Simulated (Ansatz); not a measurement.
Starting cell, SiO$_{2}$ (rutile):

```xyz
12
Lattice="8.3695 0.0000 0.0000 0.0000 4.1848 0.0000 0.0000 0.0000 2.6684" Properties=species:S:1:pos:R:3 pbc="T T T"
Si     2.0924     2.0924     1.3342
Si     6.2771     2.0924     1.3342
Si     0.0000     0.0000     0.0000
Si     4.1848     0.0000     0.0000
O      3.3733     3.3733     1.3342
O      7.5581     3.3733     1.3342
O      1.2810     2.9038     0.0000
O      5.4657     2.9038     0.0000
O      2.9038     1.2810     0.0000
O      7.0885     1.2810     0.0000
O      0.8114     0.8114     1.3342
O      4.9962     0.8114     1.3342
```

A phonon eigenvector at X = (0.5, 0.0, 0.0) is frozen into this cell: atom i moves by Q times the vector below, so Q is the largest atomic displacement, in Å. The cell is held. It is one choice among 2 degenerate patterns. (q is in reciprocal vectors of the primitive cell; the cell shown is doubled to hold the pattern.)

```csv
atom,x,y,z
Si1,0.000,0.000,-0.423
Si2,0.000,0.000,0.423
Si3,0.000,0.000,0.160
Si4,0.000,0.000,-0.160
O5,0.000,0.000,1.000
O6,0.000,0.000,-1.000
O7,0.000,0.000,-0.270
O8,0.000,0.000,0.270
O9,0.000,0.000,0.458
O10,0.000,0.000,-0.458
O11,0.000,0.000,0.929
O12,0.000,0.000,-0.929
```

These are r2SCAN (plane waves to 500 eV, PAW, scalar-relativistic; Ansatz, a program for electronic structure) values and carry that method's errors. k mesh 4×8×12 (Γ-centred), Fermi-Dirac smearing 0.05 eV. The energy includes the smearing's −TS. SiO2 was relaxed with its symmetry unable to fall. The PAW data are Ansatz's earlier set. ΔE is measured from the undisplaced structure.

| Q (Å) | ΔE (meV/cell) |
|---|---|
| -0.180 | 1691 |
| -0.150 | withheld |
| -0.120 | 751 |
| -0.090 | 422 |
| -0.060 | 188 |
| -0.030 | 47 |
| 0.000 | 0 |
| 0.030 | 47 |
| 0.060 | 188 |
| 0.090 | 422 |
| 0.120 | 751 |
| 0.150 | withheld |
| 0.180 | 1691 |

**Question.** Fit an even polynomial form (powers 2, 4) to the given rows and predict ΔE at Q = 0.150.

**Answer.** Least squares on the 11 given rows: ΔE = (52110)·Q² + (2376)·Q⁴, in meV/cell with Q in Å; root-mean-square residual 0.2 meV/cell. At 0.150 the fit gives 1174 meV/cell; the calculation gives 1174 meV/cell, the same to the digits shown. The quadratic term alone would give 1172 meV/cell.

(For displaced atoms, the force is minus the slope of the energy, and its curvature is a force constant, which sets phonon frequencies.)
